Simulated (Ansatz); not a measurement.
**PbSe with Sr replacing Pb: which input changes reach the field gradients?**

Cell: a supercell of PbSe (rock salt type, Fm-3m) built from a structure deposited in the COD, with all atoms left at the host's positions.

Space group Fm-3m (No. 225); a = 18.3639 Å.

```csv
site,Wyckoff,site symmetry,x,y,z
Sr,4a,m-3m,0.0000,0.0000,0.0000
Pb2,48h,m.m2,0.1667,0.1667,0.0000
Pb5,32f,.3m,0.3333,0.1667,0.1667
Pb15,24e,4m.m,0.5000,0.5000,0.3333
Se28,32f,.3m,0.1667,0.1667,0.1667
Se30,24e,4m.m,0.5000,0.5000,0.1667
Se32,48i,m.m2,0.5000,0.3333,0.3333
Se41,4b,m-3m,0.5000,0.5000,0.5000
```

One atom of each set is listed; the run and its k-mesh use a cell of 54 atoms with edges of 12.99, 12.99, 12.99 Å.

Reference run. The numbers come from a DFT calculation in Ansatz (PBE, plane waves and PAW, scalar-relativistic, 420 eV cutoff, Γ-centred 2×2×2 k-points, Fermi–Dirac smearing 0.01 eV).

It gives V_zz (10²¹ V/m²) Se30 -8.43 (η 0.00), Pb15 2.38 (η 0.00), among others. Each of these runs changes the input as listed (caps on SCF iterations aside):

A. crystal.symmetry: not typed → {detect: false}; scf.convergence.dr2_threshold: not typed → 0.0001; scf.initial_density.chi_scale: not typed → 0.1
B. kpoints.mp_grid.grid: [2, 2, 2] → [3, 3, 3]; scf.initial_density.chi_scale: not typed → 0.3

Problem. How does each run end, and how far do the gradients move?

Solution. 

```tsv
run	Se30 V_zz (η)	Pb15 V_zz (η)	largest change of a gradient tensor, all atoms	note
A	-8.43 (0.00)	2.38 (0.00)	0.00	converged
B	-8.31 (0.00)	2.22 (0.00)	0.16	converged
```

Run B moves them most, on Pb15 (V_zz from 2.38 to 2.22); against its own size the tensor moves most on Pb2 among sites above 0.3 (by 0.10, V_zz from 0.41 to 0.31).

In run B the shift comes from kpoints.mp_grid.grid: the other keys steer the path to self-consistency or leave the density as it is.

On the reference run: The defect repeats with the cell of 54 atoms, so it feels its images: sites between two images don't show the values beside a lone defect, and zeros or small values of η there can come from the images' arrangement. Spin–orbit coupling is left out, which shifts gradients on Pb by a few per cent in wide-gap crystals, and can shift them far more where the calculated gap is small or absent, as here. With a gap of 0.4 eV on this mesh, small gradients can still move by 0.1 × 10²¹ V/m² or more as the k-mesh gets denser. The neighbours have not yet relaxed around the defect (largest force 0.030 eV/Å), so a real crystal will differ.
